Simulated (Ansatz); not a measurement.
WC:
```yaml
crystal:
  lattice:
    - [0.00000, 2.17264, 2.17264]
    - [2.17264, 0.00000, 2.17264]
    - [2.17264, 2.17264, 0.00000]
  atoms:
    - { symbol: W, position: [0.00000, 0.00000, 0.00000] }
    - { symbol: C, position: [0.50000, 0.50000, 0.50000] }
```

Relaxed with PBEsol. Special points in fractions of this cell's reciprocal vectors: Γ (0.000, 0.000, 0.000); X (0.500, 0.000, 0.500); U (0.625, 0.250, 0.625); K (0.375, 0.375, 0.750); L (0.500, 0.500, 0.500); W (0.500, 0.250, 0.750).

List the band energies nearest the Fermi level at these points for DFT-PBEsol in the program Ansatz with PAW potentials.

In eV from the Fermi level; about four levels below and three above (degenerate sets whole), none deeper than 8.9 eV; … stands for higher levels left out; points with the same levels are listed once.

| k | below | above |
|---|---|---|
| Γ | -2.92 -2.92 -2.92 -1.12 -1.12 -1.12 | … |
| X | -6.06 -5.69 -2.56 -2.56 | 0.85 2.33 2.33 |
| U | -7.19 -6.07 -5.03 -1.80 | 1.45 2.59 4.99 |
| L | -6.83 -6.83 | 1.04 1.04 2.38 |
| W | -6.52 -6.25 -6.25 | 0.46 0.46 2.35 |

Space group Fm-3m (rock salt). The workflow started from a Materials Project entry (that database holds measured and hypothetical structures alike); the Crystallography Open Database copy checked does not list it. It is not the phase usual at ambient conditions (space group No. 187). The cell was relaxed with PBEsol under the symmetry of its start; of distortions, only those at the zone centre were tested. No spin polarisation was allowed. Its formation energy is positive at this level, so the cell may be metastable or incomplete. Spin–orbit coupling is left out wherever it is not named.

Potentials: the later of the program's two PAW sets.
